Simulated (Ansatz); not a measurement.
Input:

Starting cell, Ru (hcp, Mg type):

```
CELL_PARAMETERS angstrom
      2.72216     0.00000     0.00000
     -1.36108     2.35746     0.00000
      0.00000     0.00000     4.29083
ATOMIC_POSITIONS crystal
  Ru 0.33333 0.66667 0.75000
  Ru 0.66667 0.33333 0.25000
```

In this cell atom 2 (Ru, nearest neighbour Ru at 2.659 Å; its periodic images, 2.7 Å or more away, move with it) is moved by s along Cartesian [111], unit vector (0.577, 0.577, 0.577); all other atoms and the cell stay fixed.

Method: PBE (plane waves to 420 eV, PAW, scalar-relativistic; Ansatz, a program for electronic structure). k mesh 16×16×9 (Γ-centred), Fermi-Dirac smearing 0.05 eV. Energies are smeared free energies. Left out: 4 of 11 points, with atoms too close for the PAW data. With partly filled bands, energies and forces of such displacements shift with the k mesh and the smearing. Ru is run without spin polarisation. Ru was relaxed with its symmetry unable to fall. ΔE is measured from the undisplaced structure.

The scan covers s from -0.480 to 0.480 Å in 7 points.

Problem. Is the energy the same for equal positive and negative displacements?

Solution. Even: the same for both signs. With its periodic images moving along, the atom's site symmetry in this cell is -6m2.

Problem. What force acts on the atom along the line at s = -0.480 Å?

Solution. 4.66 eV/Å.

Problem. What is the force constant k = d²E/ds² of this move at s = 0?

Solution. 8.44 eV/Å².

(A displaced cell: forces are minus the slopes of the energy, force constants its curvatures, and phonons follow from these.)
